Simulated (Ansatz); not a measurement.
GaSb: computed property card

GaSb:
```cif
data_GaSb
_chemical_formula_sum 'Sb1 Ga1'
_space_group_name_H-M_alt 'P 1'
_space_group_IT_number 1
_cell_length_a 4.09963
_cell_length_b 4.09963
_cell_length_c 4.09963
_cell_angle_alpha 60.000
_cell_angle_beta 60.000
_cell_angle_gamma 60.000
loop_
_space_group_symop_operation_xyz
  'x, y, z'
loop_
_atom_site_label
_atom_site_type_symbol
_atom_site_fract_x
_atom_site_fract_y
_atom_site_fract_z
_atom_site_occupancy
Sb1 Sb 0.00000 0.00000 0.00000 1
Ga1 Ga 0.50000 0.50000 0.50000 1
```

Space group Fm-3m (No. 225), rock salt; conventional cell a = b = c = 5.7977 Å, α = β = γ = 90.00°.

Method: the program Ansatz at the PBE level (PAW). Structure relaxed to zero pressure with the same functional. Other levels are named where they apply.

**Cell and energy**

```yaml
volume_per_atom: 24.36 Å³
density: 6.53 g/cm³
Formation energy from the elements (no fitted shifts): 0.046 eV/atom
```

**Electronic structure**

```yaml
electronic_character: metallic (no gap)
Density of states at the Fermi level: 0.56 states/eV per atom (mean over ±0.08 eV)
Gap with spin–orbit coupling: none (metallic)
```

**Mechanics**

```yaml
Bulk modulus (Birch–Murnaghan fit): 54.8 GPa
Pressure derivative B′: 4.8
Elastic constants (relaxed ions, GPa): C11 = 112, C12 = 26.4, C44 = 7.2
mechanical_stability: stable (all eigenvalues of C positive)
hill_bulk_and_shear_moduli: 55.0 and 16.2 GPa
Young's modulus: 44.2 GPa
Poisson's ratio: 0.37
debye_temperature_from_the_elastic_constants: 182 K
```

**Phonons**

```yaml
highest_zone_centre_frequency: 3.20 THz
zone_centre_stability: no imaginary mode at Γ
```

**Charges**

```yaml
bader_charges: Sb -0.20, Ga +0.20 e
```

The cell is a constructed one: a structure type filled with these elements; neither database checked (COD, Materials Project) lists it. It is not the phase usual at ambient conditions (space group No. 216). The PBE relaxation kept the symmetry of its start. As this level gives no gap, shear constants depend on the k-mesh and smearing (Fermi–Dirac, 0.1 eV here). As this level gives no gap, phonon frequencies hold no LO–TO term and depend on the k-mesh and smearing (Fermi–Dirac, 0.1 eV here). The references are the lowest solids computed at this level, not always the standard phases. Scalar-relativistic: spin–orbit coupling is off unless named, which matters more the heavier the elements.

Potentials: the later of the program's two PAW sets.
